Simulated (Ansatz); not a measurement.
Data:

S:
```
CELL_PARAMETERS angstrom
      0.00000     6.48128    12.14977
      5.30747     0.00000    12.14977
      5.30747     6.48128     0.00000
ATOMIC_POSITIONS crystal
  S  0.88393 0.76497 0.77175
  S  0.76497 0.88393 0.57935
  S  0.57935 0.77175 0.76497
  S  0.77175 0.57935 0.88393
  S  0.36607 0.48503 0.47825
  S  0.48503 0.36607 0.67065
  S  0.67065 0.47825 0.48503
  S  0.47825 0.67065 0.36607
  S  0.82004 0.93538 0.89438
  S  0.93538 0.82004 0.35020
  S  0.35020 0.89438 0.93538
  S  0.89438 0.35020 0.82004
  S  0.42996 0.31462 0.35562
  S  0.31462 0.42996 0.89980
  S  0.89980 0.35562 0.31462
  S  0.35562 0.89980 0.42996
  S  0.01549 0.88819 0.79500
  S  0.88819 0.01549 0.30132
  S  0.30132 0.79500 0.88819
  S  0.79500 0.30132 0.01549
  S  0.23451 0.36181 0.45500
  S  0.36181 0.23451 0.94868
  S  0.94868 0.45500 0.36181
  S  0.45500 0.94868 0.23451
  S  0.95013 0.06128 0.61560
  S  0.06128 0.95013 0.37300
  S  0.37300 0.61560 0.06128
  S  0.61560 0.37300 0.95013
  S  0.29987 0.18872 0.63440
  S  0.18872 0.29987 0.87700
  S  0.87700 0.63440 0.18872
  S  0.63440 0.87700 0.29987
```

This is the PBEsol-relaxed structure. x, y and z are the axes in which the lattice vectors are written.

Question: All from DFT-PBEsol in the program Ansatz with PAW potentials, unless another level is named. Estimate the smallest direct gap on the standard path.

Answer: 2.11 eV.

Question: And the band gap?

Answer: 2.00 eV (indirect).

Question: Predict the valence-band maximum.

Answer: at Γ.

Question: And the conduction-band minimum?

Answer: off the standard path, at k = (-0.104, 0.323, 0.427) in fractions of the reciprocal vectors.

Space group Fddd (α-S8). Symmetry was held in the PBEsol relaxation. A crystal of weakly bound molecules computed without a dispersion correction: the cell and the soft elastic constants depend strongly on that.

Potentials: the earlier of the program's two PAW sets. The files were generated under PBE; for other functionals the program regenerates the frozen cores, and for LDA and PBEsol the local potential too.
